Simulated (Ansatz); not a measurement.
Consider the following.

SiO2:
```xyz
9
Lattice="4.9210 0.0000 0.0000 -2.4605 4.2618 0.0000 0.0000 0.0000 5.4166" Properties=species:S:1:pos:R:3 pbc="T T T"
Si     1.3066     2.2631     0.0000
Si     2.3078     0.0000     1.8055
Si    -1.1539     1.9986     3.6110
O      0.3073     1.7610     4.2497
O      0.7818     3.6473     0.6387
O     -1.0891     3.1152     2.4442
O      1.3714     1.1466     1.1668
O      2.7678     2.5008     4.7779
O      3.2424     0.6144     2.9723
```

This is the r²SCAN-relaxed structure.

### Question
All from the program Ansatz at the r²SCAN level (PAW), unless another level is named. Give the band gap.

### Answer
6.60 eV (indirect).

### Question
And the formation energy from the elements (no fitted shifts)?

### Answer
-2.99 eV/atom.

### Question
What about the smallest direct gap on the standard path?

### Answer
6.89 eV.

### Question
What about the conduction-band minimum?

### Answer
at Γ.

### Question
Give the valence-band maximum.

### Answer
at K.

Space group P3_121. The r²SCAN relaxation kept the symmetry of its start. The references are the lowest solids computed at this level, not always the standard phases (solids in place of the gases).

Potentials: the earlier of the program's two PAW sets.
